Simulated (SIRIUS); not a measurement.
Worked example: self-consistent single point of InBi (Pmmn, 4 atoms in the cell; from Materials Project mp-23313, changed as shown) in SIRIUS.

Computed with LDA (PW92), FP-LAPW (LAPW with two local orbitals a valence shell; core below -3 Ha), all-electron full potential with ZORA scalar-relativistic valence and Dirac core (SIRIUS).

The change in words: lattice vector a scaled by 1.01. Reference geometry (P4/nmm):
```xyz
4
Lattice="4.9108 0.0000 0.0000 0.0000 4.9108 0.0000 0.0000 0.0000 5.2223" Properties=species:S:1:pos:R:3 pbc="T T T"
In     2.4554     2.4554     0.0000
In     0.0000     0.0000     0.0000
Bi     2.4554     0.0000     1.8801
Bi     0.0000     2.4554     3.3422
```

Reference input (self-consistent single point, DFT, LDA (PW92), FP-LAPW (LAPW with two local orbitals a valence shell; core below -3 Ha), all-electron full potential with ZORA scalar-relativistic valence and Dirac core): parameters.ngridk = 3 3 3; basis = LAPW with two local orbitals a valence shell, core below -3 Ha; unit_cell.atom_type_rmt = {In: 2.4, Bi: 2.4} bohr; parameters.xc_functionals = [XC_LDA_X, XC_LDA_C_PW]; parameters.aw_cutoff = 7; parameters.pw_cutoff = 20 1/bohr; parameters.smearing = fermi_dirac; parameters.smearing_width = 0.00367493 Ha; parameters.electronic_structure_method = full_potential_lapwlo; parameters.lmax_apw = 8; parameters.lmax_rho = 8; parameters.lmax_pot = 8. This run's input differs from it in these lines:

```diff
@@ -36,7 +36,7 @@
     "lattice_vectors": [
-      [0.9999999835, 0.0, 0.0],
-      [0.0, 0.9999999835, 0.0],
-      [0.0, 0.0, 1.063423199]
+      [0.9999999486, 0.0, 0.0],
+      [0.0, 0.9900989989, 0.0],
+      [0.0, 0.0, 1.052894262]
     ],
-    "lattice_vectors_scale": 9.280105,
+    "lattice_vectors_scale": 9.372906,
     "atom_coordinate_units": "lattice",
```

The program printed (abridged):

```
[find] density tolerance         : 1e-06
[find] total energy tolerance    : 1e-07
[find] iter_solver_tol (initial) : 0.01
[find] iter_solver_tol (target)  : 1e-13
[find] num_dft_iter              : 100
Charges and magnetic moments
--------------------------------------------------------------------------------
atom      charge    core leakage
--------------------------------------------------------------------------------
   0   46.989039    0.000000e+00
   1   46.989039    0.000000e+00
   2   80.175848    0.000000e+00
   3   80.175848    0.000000e+00

total core leakage    : 0.00000000e+00
interstitial charge   : 9.670225
   [... lines left out ...]
[find]    3   80.111292    4.935219e-03
[find] total core leakage    : 1.06798238e-02
[find] interstitial charge   : 10.000811
[find] total charge          : 263.989315
[find] Energy
[find] smearing (-TS)                 :      -0.00367697
[find] Total energy                   :  -54896.20883382 (Ha), -109792.41766765 (Ry)
[find] Free energy (E-TS)             :  -54896.21251080 (Ha), -109792.42502159 (Ry)
[find] band gap (eV)                  :       0.00000000
[find] Efermi                         :       0.17629152
[find] iteration : 11, RMS (target) : 5.5587e-07 (1.0000e-06) , energy difference (target) : -1.2442e-09 (1.0000e-07)
[find] converged after 12 SCF iterations!
Warning in function "check_num_electrons" at src/density/density.cpp:1179
wrong number of electrons
  obtained value : 263.989
  target value : 264
  difference : 0.0106853
  total core leakage : 0.0106798
    atom class : 0, core leakage : 0.000404692
    atom class : 1, core leakage : 0.00493522
[find] Charges and magnetic moments
[find] atom      charge    core leakage
[find]    0   46.882960    4.046925e-04
[find]    1   46.882960    4.046925e-04
[find]    2   80.111292    4.935219e-03
[find]    3   80.111292    4.935219e-03
[find] total core leakage    : 1.06798238e-02
[find] interstitial charge   : 10.000811
[find] total charge          : 263.989315
[find] Energy
[find] smearing (-TS)                 :      -0.00367697
   [... lines left out ...]
[find] Free energy (E-TS)             :  -54896.21251080 (Ha), -109792.42502159 (Ry)
[find] band gap (eV)                  :       0.00000000
   [... lines left out ...]
[find] Efermi                         :       0.17629152
[ground_state] ==== total Forces in Ha/bohr =====
[ground_state] atom:    0, force:       0.0000000      0.0000000     -0.0001693
[ground_state] atom:    1, force:       0.0000000      0.0000000      0.0001693
[ground_state] atom:    2, force:       0.0000000      0.0000000     -0.0029496
[ground_state] atom:    3, force:       0.0000000      0.0000000      0.0029496
```

The run converged in 12 iterations. Against the reference run the free energy stays essentially unchanged (within 1 meV/atom) and the largest force goes from 0.140 to 0.152 eV/Å.

The structure comes from a collection of computed structures, made at another level of theory; the collection holds predicted forms beside known ones. No clean gap shows at this smearing width and mesh (spacing up to 0.43 Å⁻¹); the mesh is coarse for partly filled bands, so the values carry mesh errors. Semi-local functionals can close small gaps. Values depend on the basis (sphere radii, cutoffs, local orbitals), which need not be converged.

Cost on one core: roughly 2.1 core-minutes.
